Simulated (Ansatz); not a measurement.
**Structures of MgCd₃: which is lowest?**

Plane-wave DFT in Ansatz with scalar-relativistic PAW potentials, cutoff 500 eV, Γ-centred meshes chosen by cell and gap, Gaussian smearing with energies taken to zero width. Every cell was relaxed (cell and atoms) in a run of its own, within the symmetry of its start. Functional: r2SCAN.

Relaxed structures (starts from databases or built by putting these elements on another compound's sites):
A. P-6m2, 4 atoms in the computed cell, a = 3.204 Å, c = 9.651 Å; sites (symmetry × multiplicity) Mg -6m2 × 1, Cd -6m2 × 1 + 3m. × 2; start: database
B. Pmm2, 4 atoms in the computed cell, a = 3.202 Å, b = 4.971 Å, c = 5.335 Å; sites (symmetry × multiplicity) Mg mm2 × 1, Cd mm2 × 1 + mm2 × 1 + mm2 × 1; start: database
C. Pm-3m, 4 atoms in the computed cell, a = 4.397 Å; sites (symmetry × multiplicity) Mg m-3m × 1, Cd 4/mm.m × 3; start: database

**Question.** Rank them by energy. Could pressure change the order?

**Answer.**
```csv
structure,group,E − E(lowest) (meV/atom),V (Å³/atom),gap on mesh (eV)
C,Pm-3m,0.0,21.25,0.00
B,Pmm2,10.1,21.23,0.00
A,P-6m2,28.6,21.45,0.00
```

C is lowest, 10 meV/atom under B. The two lowest differ in volume by under 3 %, too little for a first-order estimate of what pressure does to that pair (other pairs aren't weighed here); with rigid cells even 3 % in favour of the higher one would need about 3 GPa. Other structures may lie lower than all of these, and vibrations aren't counted.